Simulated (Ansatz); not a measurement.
**Calculated 23Na NMR of the central transition for NaH₂S₂O₄**

Cell: a Materials Project structure (computed, not necessarily an observed phase), atoms as given.

Space group C2 (No. 5); a = 15.0866, b = 6.4886, c = 5.4721 Å, β = 105.50°.

| site | Wyckoff | site symmetry | x | y | z |
| --- | --- | --- | --- | --- | --- |
| Na | 4c | 1 | 0.7694 | 0.9191 | 0.0178 |
| H3 | 4c | 1 | 0.5911 | 0.0715 | 0.7588 |
| H5 | 4c | 1 | 0.6036 | 0.0807 | 0.0536 |
| S7 | 4c | 1 | 0.0241 | 0.0014 | 0.3455 |
| S9 | 4c | 1 | 0.6341 | 0.7307 | 0.4179 |
| O11 | 4c | 1 | 0.5916 | 0.9362 | 0.3858 |
| O13 | 4c | 1 | 0.6791 | 0.6796 | 0.2186 |
| O15 | 4c | 1 | 0.6914 | 0.6917 | 0.6762 |
| O17 | 4c | 1 | 0.6293 | 0.1296 | 0.9171 |

One atom of each set is listed; the run and its k-mesh use a cell of 18 atoms with edges of 8.21, 8.21, 5.47 Å.

All values are calculated (Ansatz; DFT, PBE, plane waves and PAW, scalar-relativistic, 420 eV cutoff, Γ-centred 5×5×6 k-points, Fermi–Dirac smearing 0.05 eV), not measured.

23Na has I = 3/2 and Q = 104.0 mb (Pyykkö 2018); at 18.8 T its Larmor frequency is ν₀ = 211.9 MHz. Only the quadrupole interaction is simulated: positions count from each site's isotropic chemical shift, and J coupling is left out, as are shift anisotropy and dipolar coupling, which fast spinning averages.

Question: Simulate the second-order pattern (fast magic-angle spinning, Gaussian broadening 0.03 kHz) of site Na (6 O at 2.38–2.51 Å).

Answer: The calculation gives C_Q = -1.47 MHz and η = 0.69, so ν_Q = 0.737 MHz and the centre of gravity lies at -1.40 ppm (-0.297 kHz).

| offset (kHz) | height |
| --- | --- |
| -0.7283 | 0 |
| -0.7037 | 2 |
| -0.6791 | 7 |
| -0.6546 | 8 |
| -0.6300 | 9 |
| -0.6054 | 14 |
| -0.5809 | 22 |
| -0.5563 | 24 |
| -0.5317 | 25 |
| -0.5071 | 26 |
| -0.4826 | 28 |
| -0.4580 | 31 |
| -0.4334 | 34 |
| -0.4089 | 40 |
| -0.3843 | 69 |
| -0.3597 | 100 |
| -0.3352 | 83 |
| -0.3106 | 76 |
| -0.2860 | 82 |
| -0.2614 | 90 |
| -0.2369 | 73 |
| -0.2123 | 60 |
| -0.1877 | 53 |
| -0.1632 | 48 |
| -0.1386 | 44 |
| -0.1140 | 41 |
| -0.0895 | 38 |
| -0.0649 | 36 |
| -0.0403 | 34 |
| -0.0157 | 23 |
| 0.0088 | 4 |
| 0.0334 | 0 |

The largest force is 0.3 eV/Å, so the atoms aren't at the calculated equilibrium and relaxing them would move these values.
